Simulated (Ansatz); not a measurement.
# Computed scan of one atom of the cell: Ir (fcc, Cu type)

Starting cell, Ir (fcc, Cu type):

```
Ir
1.0
    3.83029     0.00000     0.00000
    0.00000     3.83029     0.00000
    0.00000     0.00000     3.83029
Ir
4
Direct
  0.00000   0.00000   0.00000
  0.50000   0.50000   0.00000
  0.50000   0.00000   0.50000
  0.00000   0.50000   0.50000
```

In each cell atom 2 (Ir, nearest neighbour Ir at 2.708 Å; its periodic images, 3.8 Å or more away, move with it) moves by s·(-0.707, -0.707, 0.000) (towards the nearest neighbour), the rest being held.

All values below come from PBEsol (plane waves to 420 eV, PAW, scalar-relativistic; Ansatz, a quantum-chemistry and plane-wave program). k mesh 10×10×10 (Γ-centred), Fermi-Dirac smearing 0.05 eV. E stands for the smeared free energy. Compression counts positive. With partly filled bands, energies and forces of such displacements shift with the k mesh and the smearing. F∥ is the force on the atom along that direction. Ir is run without spin polarisation. Ir was relaxed with its symmetry unable to fall. Spin-orbit coupling is left out, though Ir is heavy. The PAW data are Ansatz's earlier set. ΔE is measured from the undisplaced structure.

```tsv
s (Å)	ΔE (eV/cell)	F∥ (eV/Å)	P (GPa)
-0.270	0.584	4.707	7.3
-0.216	0.361	3.546	4.6
-0.162	0.198	2.527	2.5
-0.108	0.086	1.625	1.1
-0.054	0.021	0.793	0.2
0.000	0.000	0.000	-0.1
0.054	0.021	-0.793	0.2
0.108	0.086	-1.625	1.1
0.162	0.198	-2.527	2.5
0.216	0.361	-3.546	4.6
0.270	0.584	-4.707	7.3
```

Derived quantities:

```
Quantity                                                                                                                                             Result
--------------------------------------------------------  -------------------------------------------------------------------------------------------------
Energy at s = 0.270 Å                                                                                                                          584 meV/cell
Force along the line at s = -0.270 Å                                                                                                              4.71 eV/Å
Symmetry of the curve                                                                                                         even: the same for both signs
Shape of the curve                                                                           a single well with its minimum at or next to zero displacement
Force constant k = d²E/ds² at s = 0 (finite differences)                                                                                         14.6 eV/Å²
Harmonic estimate at the end of the scan                  ½ks² = 531 meV/cell against the computed 584 meV/cell, so the well is stiffer than harmonic there
```

(For displaced atoms, the force is minus the slope of the energy, and its curvature is a force constant, which sets phonon frequencies.)
